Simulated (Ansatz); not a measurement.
TaN (rock salt)

```xyz
2
Lattice="0.0000 2.2085 2.2085 2.2085 0.0000 2.2085 2.2085 2.2085 0.0000" Properties=species:S:1:pos:R:3 pbc="T T T"
N      0.0000     0.0000     0.0000
Ta     2.2085     2.2085     2.2085
```

The slice is a {100} plane (indices of the conventional cell) through the point (0.000, 0.000, 0.000) (fractional), spanned by u = [100] and v = [0 1 -1] in vectors of this cell: u (3.12 Å) and v (3.12 Å, at 90° to u). It covers one period; positions are fractions (u, v).

Calculation: PBE (plane waves to 420 eV, PAW, scalar-relativistic; Ansatz, an electronic-structure program). k mesh 18×18×18. Near the nuclei the fields are pseudised (PAW); where an atom keeps semicore shells as valence, they peak there. Spin-orbit coupling is left out, though Ta is heavy. TaN is run without spin polarisation. TaN was relaxed with its symmetry unable to fall. This is a high-temperature form of TaN.

Q: What is the valence density on the shortest N–Ta line in this plane (2.21 Å), at its midpoint?

A: 0.53 e/Å³.

Q: What is the ELF at the midpoint of the shortest N–Ta line in this plane (2.21 Å)?

A: 0.16.

Q: Sketch the electron localisation function (ELF) on this plane as a map.

A: 
```
|xxxxxx999999663311000000113366999999xxxx|
|xxxx8899998855220000000000225588999988xx|
|8899999999662200000000000000226699999999|
|9999999966220000112233221100002266999999|
|9999886622000011446677664411000022668899|
|7766552200002255778899887755220000225566|
|4433220000115577888888888877551100002233|
|221100001144778877xxxxxx7788774411000011|
|1100000022668888xxxxxxxxxx88886622000000|
|1100000033779988xxxxxxxxxx88997733000000|
|1100000022668888xxxxxxxxxx88886622000000|
|221100001144778877xxxxxx7788774411000011|
|4433220000115577888888888877551100002233|
|7766552200002255778899887755220000225566|
|9999886622000011446677664411000022668899|
|9999999966220000112233221100002266999999|
|8899999999662200000000000000226699999999|
|xxxx8899998855220000000000225588999988xx|
|xxxxxx999999663311000000113366999999xxxx|
|xxxxxx889999774422111111224477999988xxxx|
```
Scale: ten equal steps from 0.14 (start of '0') to 0.81 (end of '9'), in the order '0123456789'. Values: electron localisation function (ELF). The map has 20 points along u (two characters each, u = 0 at the left) and 20 along v (v = 0 in the bottom row). Points within 0.4 Å of a nucleus are blanked (x), as the pseudised field means little there.
